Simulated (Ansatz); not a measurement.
What DFT gives for BeBrO

```
Be Br O
1.0
     3.56468    0.00000    0.00000
     0.00000    3.56468    0.00000
     0.00000    0.00000    6.84289
Be Br O
2 2 2
Direct
  0.00000 0.50000 0.17890
  0.50000 0.00000 0.82110
  0.00000 0.50000 0.61830
  0.50000 0.00000 0.38170
  0.00000 0.00000 0.00000
  0.50000 0.50000 0.00000
```

The numbers come from plane-wave PAW DFT (Ansatz): PBE, no spin polarisation, 420 eV, 9×9×5 Γ-centred k points, gaussian occupations (width 0.2384 eV). Nothing was relaxed.

Task: Where is the largest force?

Result: The largest is on Be1 (and as large on other atoms): 3.25 eV/Å, components (0.00, 0.00, -3.25). It makes 56° with the line to a nearest neighbour, O5 at 2.16 Å.

Task: What does the stress say?

Result: The pressure is -9.7 GPa (compression positive), so with the atoms held at these fractions the cell would first shrink; the forces are large, so a full relaxation may end otherwise.

Task: Give the Bader charges.

Result: Bader charges in e: Be +1.63, Br -0.50, O -1.13. In the mean Be gives up most and O takes most.

Task: What happens at the Fermi level?

Result: It is a metal, with about 7 states/eV a cell as the mean within 0.25 eV of the Fermi level, mostly Br p (53 %) and O p (45 %).

Origin: a known structure type with other elements, at an estimated volume, so it need not be a known compound. Caveats: many states at the Fermi level without spin polarisation, so a magnetic state may lie lower; atoms or cell far from equilibrium; wide smearing.
